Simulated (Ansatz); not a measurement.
## MnO2 (P-3m1): energy against the cell's spin moment

Geometry: a structure from the Materials Project; nothing is relaxed.

Common settings: LDA, 11×11×6 k mesh, Fermi–Dirac smearing of 0.03 eV. PAW means Ansatz 0.2.0 on its default frozen-core files; LAPW is all-electron LAPW in Ansatz 0.2.0. Site moments are integrated in spheres about the atoms, whose radii differ between the methods.

The reference run was typed so:

```yaml
crystal:
  lattice:
    - [2.8565781804, 0.0, 0.0]
    - [-1.4282890902, 2.4738692722, 0.0]
    - [0.0, 0.0, 4.6013740589]
  atoms:
    - { symbol: Mn, position: [0.0, 0.0, 0.5], spin: 4.0 }
    - { symbol: O, position: [0.6666666667, 0.3333333333, 0.29370743] }
    - { symbol: O, position: [0.3333333333, 0.6666666667, 0.70629257] }
magnetization:
  spin_polarized: true
kpoints:
  mp_grid: { grid: [11, 11, 6] }
scf:
  occupations: { method: fermi_dirac, width: 0.03 }
  lower_state_search: "off"
hamiltonian:
  xc: lda
  pseudopotentials: { kind: paw }
output:
  forces: true
  stress: true
  eigenvalues: true
  populations: true
  dos: { projected: true, de: 0.1, e_range: [-8, 5] }
  write_density: true
  write_potential: true
  elf: true
  volumetric_format: npy
```

Command: `ansatz run input.yaml --threads 2 --pin off --max-ram 6144MiB --backend cpu --events-out ev --progress --plain --runs-dir out`

The input for «total moment held at 1.8 μB» by PAW differs from it in these lines, output keys apart:

```diff
-    - { symbol: Mn, position: [0.0, 0.0, 0.5], spin: 4.0 }
+    - { symbol: Mn, position: [0.0, 0.0, 0.5], spin: 1.8 }
+  initial_magnetization: 1.8
+  spin_locking: { lock_magnetization: hard }
```

The input for «total moment held at 3.9 μB» by LAPW differs from it in these lines, output keys apart:

```diff
-    - { symbol: Mn, position: [0.0, 0.0, 0.5], spin: 4.0 }
+    - { symbol: Mn, position: [0.0, 0.0, 0.5], spin: 3.9 }
+  initial_magnetization: 3.9
+  spin_locking: { lock_magnetization: hard }
-  pseudopotentials: { kind: paw }
+  pseudopotentials: { kind: all_electron, lapw: { basis_error: 0.001 } }
```

Each run fixes M = N↑ − N↓ with two Fermi levels; the holding field B = (E_F↑ − E_F↓)/2μB is the slope of the free energy against M over μB. Energies count from each method's free run. The held moment starts on the atoms that carry the free run's moments.

The free PAW run: Site moments (μB): Mn1 2.47, O2 0.06, O3 0.06. Cell moment 3.00 μB.

```
M (μB/cell)  ΔF PAW (meV/cell)  ΔF LAPW (meV/cell)  B, PAW (T)  largest site moment, PAW (μB)  pressure, PAW (GPa)
       0.00             +877.4              +878.6           –                           0.00                -18.6
       0.60             +815.4                   –       -3102                           0.56                -18.2
       1.20             +673.2                   –       -4977                           1.07                -16.9
       1.80             +472.7                   –       -6466                           1.55                -15.0
       2.40             +231.6                   –       -7279                           2.02                -12.5
       2.70             +104.7              +105.0       -7275                           2.25                -10.9
       3.45             +634.4                   –      +26933                           2.60                 -2.7
       3.90            +1377.5             +1382.1      +30361                           2.73                  4.2
```

Against an unpolarised PAW run, spin polarisation gains 292.5 meV per atom; the pressure goes from -18.6 to -8.9 GPa, the usual magnetovolume effect: the magnetic state wants the larger volume.

Separate runs put a uniform field on the spins (g = 2):

| field (T) | M PAW (μB/cell) | M LAPW (μB/cell) |
| --- | --- | --- |
| 300 | 3.000 | 3.000 |
| 600 | 3.000 | – |

The rows needn't lie on one branch: at M = 0 the run is unmagnetised, so slopes across such rows needn't follow B.

The PAW files were made with PBE; the program remakes their cores once for the run's functional and then keeps them frozen. The Ansatz runs typed with the search for lower states off end where their start leads. The magnetic state is the one that this cell and start allow. It needn't be the compound's measured order, which may need a larger cell or be absent.
